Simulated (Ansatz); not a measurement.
**Notes on Sr3Zn2Br2O5**

```
CELL_PARAMETERS angstrom
0.00000 3.94808 0.00000
3.94808 0.00000 0.00000
1.97404 1.97404 -12.68621
ATOMIC_POSITIONS crystal
Zn 0.42647 0.42647 0.14706
Zn 0.57353 0.57353 0.85294
O 0.08382 0.58382 0.83236
O 0.58382 0.08382 0.83236
O 0.91618 0.41618 0.16764
O 0.41618 0.91618 0.16764
Sr 0.14647 0.14647 0.70706
Sr 0.85353 0.85353 0.29294
Br 0.29987 0.29987 0.40026
Br 0.70013 0.70013 0.59974
Sr 0.00000 0.00000 0.00000
O 0.50000 0.50000 0.00000
```

Method: r2SCAN, no spin polarisation; PAW, plane waves to 500 eV, 8×8×8 Γ-centred mesh, fermi-dirac occupations (width 0.1 eV) (Ansatz 0.2.0), atoms fixed.

Q: Which atom feels the largest force, and which way?

A: The largest is on Zn1 (and as large on other atoms): 0.74 eV/Å, components (0.00, 0.00, -0.74). It makes 180° with the line to a nearest neighbour, O12 at 1.87 Å, pointing away from it.

Q: Describe some of the short contacts.

A: Zn–O at 1.87 Å: least valence density 0.73 e/Å³ and ELF 0.21 there. Sr–O at 2.53 Å: least valence density 0.23 e/Å³ and ELF 0.09 there. Br–Sr at 3.11 Å: least valence density 0.14 e/Å³ and ELF 0.08 there. Both are smooth PAW fields, read partly inside the augmentation spheres.

Q: What happens at the Fermi level?

A: It is a metal, with about 5.8 states/eV a cell as the mean within 0.25 eV of the Fermi level, mostly O p (82 %).

Q: What is the formation energy?

A: -2.09 eV an atom against the elements' usual phases (free molecules for gases, crystals otherwise, with no correction for O₂ or N₂), so it is bound against them; other compounds may still compete. Relaxing would lower it.

Q: What does the stress say?

A: The pressure is 1.5 GPa (compression positive), so with the atoms held at these fractions the cell would first expand. The principal stresses 0.5, 0.5, 3.6 GPa differ, so its shape would change too.

Origin: a known structure type with other elements, at an estimated volume, so it need not be a known compound. Caveats: many states at the Fermi level without spin polarisation, so a magnetic state may lie lower.
